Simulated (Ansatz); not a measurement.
One crystal and one scan (frozen-phonon scan) at two levels, r2SCAN (plane waves to 500 eV, PAW, scalar-relativistic; Ansatz, a quantum-chemistry and plane-wave program) and PBE (plane waves to 420 eV, PAW, scalar-relativistic; Ansatz), each from its own relaxed cell and on its own mesh. The cell shown is that of r2SCAN.

Na (bcc, W type)

```
Na
1.0
   -4.22229     4.22229     4.22229
    0.00000     0.00000     4.22229
    0.00000     4.22229     0.00000
Na
2
Cartesian
  0.00000   0.00000   0.00000
 -2.11115   6.33344   6.33344
```

A phonon eigenvector at H = (0.5, 0.5, 0.5) is frozen into this cell: atom i moves by Q times the vector below, so Q is the largest atomic displacement, in Å. The cell is held. It is one choice among 3 degenerate patterns. (q is in reciprocal vectors of the primitive cell; the cell shown is doubled to hold the pattern.)

```
atom      x      y       z
----  -----  -----  ------
Na1   0.000  0.000  -1.000
Na2   0.000  0.000   1.000
```

Na was relaxed with its symmetry unable to fall. The PAW data are Ansatz's earlier set. With partly filled bands, energies and forces of such displacements shift with the k mesh and the smearing. Percentages come from the unrounded values. Both scans cover Q from -0.100 to 0.100 Å.

Results of r2SCAN:

| Item | Result |
|---|---|
| Lattice constant a (Å) | 4.222 |
| Energy at Q = 0.100 Å (meV/cell) | 14.3 |
| Harmonic wavenumber from the curvature (finite differences) (cm⁻¹ (negative: imaginary)) | 130 |
| Space group of the distorted cell | P4/nmm (No. 129), lowered from Im-3m |
| Symmetry of the curve | even: the same for both signs |
| Shape of the curve | a single well with its minimum at or next to zero displacement |

**Question.** Estimate the PBE values.

**Answer.** 
```csv
quantity,PBE,r2SCAN − PBE
Lattice constant a (Å),4.197,+0.025 (+0.6 %)
Energy at Q = 0.100 Å (meV/cell),12.9,+1.4 (+11 %)
Harmonic wavenumber from the curvature (finite differences) (cm⁻¹ (negative: imaginary)),124,+6 (+5 %)
```

r2SCAN gives the higher value for: lattice constant a; energy at Q = 0.100 Å; harmonic wavenumber from the curvature. Both give the same space group of the distorted cell: P4/nmm (No. 129), lowered from Im-3m.

(A displaced cell: forces are minus the slopes of the energy, force constants its curvatures, and phonons follow from these.)
